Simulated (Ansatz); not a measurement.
K$_{2}$Pt:
```yaml
crystal:
  lattice:
    - [0.00000, 3.77386, 3.77386]
    - [3.77386, 0.00000, 3.77386]
    - [3.77386, 3.77386, 0.00000]
  atoms:
    - { symbol: K, position: [0.75000, 0.75000, 0.75000] }
    - { symbol: K, position: [0.25000, 0.25000, 0.25000] }
    - { symbol: Pt, position: [0.00000, 0.00000, 0.00000] }
```

Relaxed with r²SCAN.

**Question.** Map the valence electron density (e/Å³), cut off at 2 on the plane through (0.750, 0.750, 0.750) spanned by u = [1, 0, 0] and v = [-1, 1, 1] in lattice vectors, from the program Ansatz at the r²SCAN level (PAW).

**Answer.** x is the fraction of u, y of v (the angle between them is 90°; rows are the nearest grid lines); atoms in the plane: K at (0.00, 0.00), K at (0.00, 0.50), Pt at (0.50, 0.25).
```
|@@@@*:                :*@@@@|
|@@@%-.                .-%@@@|
|@@%=:                  :=%@@|
|:..                      ..:|
|                            |
|                            |
|                            |
|                            |
|                            |
|++-:.                  .:-++|
|@@@%-.                .-%@@@|
|@@@@+:                :+@@@@|
|@@@@+:                :+@@@@|
|@@@%-.                .-%@@@|
|++-:.     ..::::..     .:-++|
|        .:=%@@@@%=:.        |
|       ..-%@@@@@@%-..       |
|       .:*@@@@@@@@*:.       |
|       .:+@@@@@@@@+:.       |
|       ..-%@@@@@@%-..       |
|:..      .:-+**+-:.      ..:|
|@@%=:.     ......     .:=%@@|
|@@@%-.                .-%@@@|
|@@@@*:                :*@@@@|
```
Scale: ten equal steps from 0.004 (start of ' ') to 2.00 (end of '@'), in the order ' .:-=+*#%@'; x runs from 0.000 to 1.00, y from 0.000 (bottom) to 1.00 (top).

The density is the valence pseudo-density with augmentation charge, so density and ELF within about 1 Å of a nucleus are not all-electron values.

Space group Fm-3m (fluorite or antifluorite type). The first step of the workflow began from a Materials Project structure, measured or hypothetical; the Crystallography Open Database copy checked does not list it. Whether it is the stable phase at ambient conditions was not checked. The r²SCAN relaxation kept the symmetry of its start; whether a distortion lowers the energy is not shown. No spin polarisation was allowed. Scalar-relativistic: spin–orbit coupling is off unless named, which matters more the heavier the elements.

Potentials: the later of the program's two PAW sets.
